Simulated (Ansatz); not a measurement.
TaAg:
```yaml
crystal:
  lattice:
    - [2.82837, 0.00000, 0.00000]
    - [0.00000, 2.82837, 0.00000]
    - [0.00000, 0.00000, 4.40462]
  atoms:
    - { symbol: Ag, position: [0.00000, 0.00000, 0.00000] }
    - { symbol: Ta, position: [0.50000, 0.50000, 0.50000] }
```

Relaxed with PBE. Special points in fractions of this cell's reciprocal vectors: Γ (0.000, 0.000, 0.000); X (0.000, 0.500, 0.000); M (0.500, 0.500, 0.000); Z (0.000, 0.000, 0.500); R (0.000, 0.500, 0.500); A (0.500, 0.500, 0.500).

List the band energies nearest the Fermi level at these points for PBE with spin–orbit coupling in the plane-wave PAW code Ansatz.

In eV from the Fermi level; about four levels below and three above (degenerate sets whole), none deeper than 8.9 eV; points with the same levels are listed once.

```json
[
 {"k": "Γ", "below": "-1.99 -1.99 -1.51 -1.51", "above": "0.73 0.73 3.49 3.49"},
 {"k": "X", "below": "-1.35 -1.35 -0.29 -0.29", "above": "2.01 2.01 3.66 3.66"},
 {"k": "M", "below": "-3.10 -3.10 -1.69 -1.69", "above": "1.10 1.10 1.27 1.27"},
 {"k": "Z", "below": "-2.28 -2.28 -0.34 -0.34", "above": "2.61 2.61 2.88 2.88"},
 {"k": "R", "below": "-1.60 -1.60 -0.67 -0.67", "above": "0.27 0.27 2.45 2.45"},
 {"k": "A", "below": "-1.84 -1.84 -1.79 -1.79", "above": "1.95 1.95 6.14 6.14"}
]
```

Space group P4/mmm (L1₀ or tetragonal B2). The start of the workflow was typed in or built on a structure type; neither database checked (COD, Materials Project) lists it. Its standing as an ambient phase is unchecked. The PBE relaxation kept the symmetry of its start; whether a distortion lowers the energy is not shown. No spin polarisation was allowed. Its formation energy is positive at this level, so the cell may be metastable or incomplete.

Potentials: the later of the program's two PAW sets.
